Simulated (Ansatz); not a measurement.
This Pd₂PtS₃ structure is the end of a relaxation. The cell was found from a structure generator's guess, not taken from experiment.

Theory: DFT PBE, scalar-relativistic, plane waves, PAW (Ansatz). Cutoff 420 eV, Γ-centred mesh, Gaussian smearing, no spin polarisation.

```yaml
crystal:
  lattice:
    - [4.89058, 0.00000, 0.00000]
    - [-2.44529, 4.23537, 0.00000]
    - [0.00000, 0.00000, 4.67769]
  atoms:
    - { symbol: Pd, position: [0.33333, 0.66667, 0.50000] }
    - { symbol: Pd, position: [0.66667, 0.33333, 0.50000] }
    - { symbol: Pt, position: [0.00000, 0.00000, 0.50000] }
    - { symbol: S, position: [0.33333, 0.66667, 0.00000] }
    - { symbol: S, position: [0.66667, 0.33333, 0.00000] }
    - { symbol: S, position: [0.00000, 0.00000, 0.00000] }
```

The zero of energy is the elements' standard structures at the same level; no fitted shifts are applied.

Question: What space group does it have?

Answer: P6/mmm (No. 191). Conventional cell: a = 4.891 Å, c = 4.678 Å. Around Pd lie 2 S at 2.34 Å, 3 Pt at 2.82 Å and 3 Pd at 2.82 Å; Pt has 2 S at 2.34 Å and 6 Pd at 2.82 Å; S on a site of symmetry -6m2 is surrounded by 2 Pd at 2.34 Å and 6 S at 2.82 Å; around S on a site of symmetry 6/mmm lie 2 Pt at 2.34 Å and 6 S at 2.82 Å.

Question: What is its formation energy per atom?

Answer: +0.23 eV/atom. It can't be a ground state, since the elements alone are lower.

Question: Is it a metal?

Answer: Yes, bands cross the Fermi level on the 12×12×8 mesh.

The last run used a 12×12×8 mesh (in the run's order of axes) for its 6-atom cell and Gaussian smearing of 0.10 eV. These runs have no spin–orbit coupling, which can matter for Pt. The reference form of S is held partly by dispersion forces, which this level lacks. Symmetry constrained the relaxation, so the result can be a saddle point. Another cell of Pd2PtS3 relaxed alike, in P4/mmm, lies 42 meV/atom lower, so this cell isn't the stable form at this level.
